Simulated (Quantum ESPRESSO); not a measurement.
AlSi6N (made-up cell) (calculated)

All values are calculated (Quantum ESPRESSO 7.5). Calculation on a made-up crystal cell, not a measurement: periodic Kohn-Sham density functional theory in plane waves with PseudoDojo standard norm-conserving scalar-relativistic pseudopotentials, each functional with its own files (v0.5 for PBE, v0.4.1 for LDA and PBEsol), no spin polarisation, no spin-orbit coupling, atoms not relaxed, stress positive in tension, energies less a fixed whole-eV offset for each atom's element; levels are Kohn-Sham levels at fractions of this cell's reciprocal vectors, counted from the reference band (half the neutral cell's valence electrons, rounded up) at Gamma; error bars cover cutoff and k-mesh only, not smearing or the files; added strain carries the atoms with the cell, and shear is the tensor component; each bar is the largest change over components, and at least 0.002 eV, 0.002 eV per angstrom or 0.02 GPa; energies are for the whole cell, and the offsets were chosen from early runs and are not element reference energies.

## AlSi6N (made-up cell)

```
AlSi6N
1.0
      5.4130    -0.0013     0.0225
     -0.0013     5.4704    -0.0306
      0.0225    -0.0306     5.4695
Si Al Si N
4 1 2 1
Direct
  -0.00045 -0.00011 0.00624
  -0.00699 0.52143 0.51680
  0.50842 0.00805 0.51199
  0.49372 0.49015 0.00983
  0.27218 0.26258 0.23723
  0.26234 0.74104 0.76623
  0.74166 0.23056 0.75156
  0.76539 0.74479 0.24834
```

Settings of this run: lattice type zincblende/diamond, functional pbe, cutoff 1143 eV, fermi dirac smearing 0.1 eV, scf tolerance 1e-07 eV, electrons removed 0 and k mesh 6 x 6 x 6, shifted by half a step.

The calculation gives: free energy less offsets 5.128 eV; smearing term minus ts -0.07872 eV; scf iterations 11; pressure -2.605 GPa; stress xx 2.123 GPa; stress yy 3.12 GPa; stress zz 2.573 GPa; stress yz 0.2227 GPa; stress xz -0.4415 GPa; stress xy -3.076 GPa; fermi level 0.1243 eV; reference band 16; error bar energy 0.00441 eV; error bar stress 0.02 GPa; error bar force 0.01208 eV/Å; error bar next band up 0.002515 eV; error bar fermi level 0.005188 eV; error bars from tighter rerun of a related cell.

Atoms:
```
atoms element  atom site  atom energy offset (eV)
           Si          1                     -115
           Si          2                     -115
           Si          3                     -115
           Si          4                     -115
           Al          5                      -64
           Si          6                     -115
           Si          7                     -115
            N          8                     -283
```

Forces:
```
site  x (eV/Å)  y (eV/Å)  z (eV/Å)
   1   -0.9048    -1.334      0.95
   2   -0.9551   -0.1001    -1.649
   3   -0.5345     -2.12    -1.791
   4     3.354      2.69    -1.221
   5     -2.34    -1.865     2.829
   6  -0.09216    0.9432    -0.436
   7     1.362      1.54    0.8665
   8    0.1102     0.246    0.4514
```

Levels:
```
level k point  next band up (eV)
        Gamma             0.5037
(1/2,1/2,1/2)              0.411
   (0.15,0,0)             0.2867
   (0,0.15,0)             0.3228
   (0,0,0.15)             0.1889
```
